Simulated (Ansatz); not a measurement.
The geometry is COD entry 9008478, unchecked; take it as a test cell. The listed cell was then made from it by scaling, straining or moving an atom.

An input for Pd: DFT, LDA, PAW with Ansatz's default frozen-core files, scalar-relativistic (Ansatz 0.2.0). The PAW files were made with PBE; their cores are remade for this functional.

Command: `ansatz run input.yaml --threads 1 --pin off --max-ram 3072MiB --backend cpu --events-out ev --progress --plain --runs-dir out` The run took 9 s on 1 thread of Arm Neoverse N1 (shared host), peak memory 0.38 GiB.

```yaml
crystal:
  lattice:
    - [0.0, 1.9449, 2.003247]
    - [1.9449, 0.0, 2.003247]
    - [1.9449, 1.9449, 0.0]
  atoms:
    - { symbol: Pd, position: [0.0, 0.0, 0.0] }
kpoints:
  mp_grid: { grid: [18, 18, 18] }
scf:
  occupations: { method: fermi_dirac, width: 0.05 }
hamiltonian:
  xc: lda
  pseudopotentials: { kind: paw }
output:
  forces: true
  stress: true
  eigenvalues: true
  efg: { contact_densities: true }
```

The results part of the log:

```
SCF 1 converged in 6 iterations: F = -6844.550767 eV  dr2 = 6.17e-10
  greatest PAW one-centre occupation: 0.998 electrons in one spin orbital (limit 2), on the Pd atom at site 0 (counted from 0), in its partial waves of l = 0
SCF converged after 6 iterations
Free energy (F): -6844.550767 eV
Harris-Foulkes:  -6844.550767 eV  (|F-HF|=5.14e-10)
Internal energy: -6844.532007 eV  (E = F + TS)
E sigma→0 (E₀):  -6844.541387 eV
Entropy (-TS):   -0.018760 eV (-18.760 meV/atom)
Fermi energy:    18.749485 eV
--- Per-component energies (eV) ---
  E_band       = -153.399317
  E_kinetic    = 512.529372
  E_local      = -1789.890441  (includes V_loc(G=0)·N_el)
  E_nonlocal   = 222.889091
  E_hartree    = 721.767465
  E_xc         = -167.303741
  E_vxc        = -210.838830  (∫ρ·V_xc dr)
  E_paw        = -3622.629922  (= ΣΔE_a)
  E_vpaw       = -331.624685  (= ΣTr[D̂ρ^β])
  E_aug_tail   = 0.000212  (compensation charges beyond the density's cutoff)
  E_ewald      = -2722.574777
  E_core_change = 0.680734  (= ΣΔE_core)
  E_smearing   = -0.018760  (= −TS)
  E_closure    = -0.000000  (closes the sum)
  Σ components = -6844.550767   (vs F -6844.550767, Δ=0.00e0)
--- Forces (eV/Å), atoms counted from 1 ---
  atom   1  Pd    -0.00000000     0.00000000     0.00000000
  max |Σ_I F_I| component: 1.48e-31 eV/Å
--- Stress (GPa, compression-positive) ---
      -12.352062       0.000000       0.000000
        0.000000     -12.352062       0.000000
        0.000000       0.000000     -14.077049
  P = ⅓ Tr σ = -12.9271 GPa (-129.271 kbar)
--- PAW observables at the nuclei: V_zz in 10²¹ V/m², potentials from the cell's mean, atoms counted from 1 ---
  atom   1  Pd V_zz =    -0.496798   η = 0.0000   by run symmetry: allowed
            electrostatic potential = -7254.879984 V   contact ρ = 862097.846873 e/Å³
--- Band table (eV; the first three rows and the last of 480) ---
  k-point 0: bands = ["-65.1603", "-30.7334", "-30.7334", "-30.7252", "11.6838", "15.8170", "16.0942", "16.0942", "17.4236", "17.7127", "35.7410", "39.7982", "40.4380"]
  k-point 1: bands = ["-65.1588", "-30.7436", "-30.7348", "-30.7285", "11.7941", "15.8291", "16.0814", "16.1320", "17.4095", "17.6906", "35.8524", "39.4238", "40.2216"]
  k-point 2: bands = ["-65.1546", "-30.7763", "-30.7388", "-30.7346", "12.1132", "15.8131", "16.0978", "16.2323", "17.3854", "17.6397", "36.0919", "38.0336", "40.4882"]
  k-point 479: bands = ["-65.0999", "-31.0749", "-30.8615", "-30.8615", "13.5445", "13.8075", "18.7221", "19.0155", "19.0155", "21.6150", "28.5869", "31.9911", "31.9911"]
```
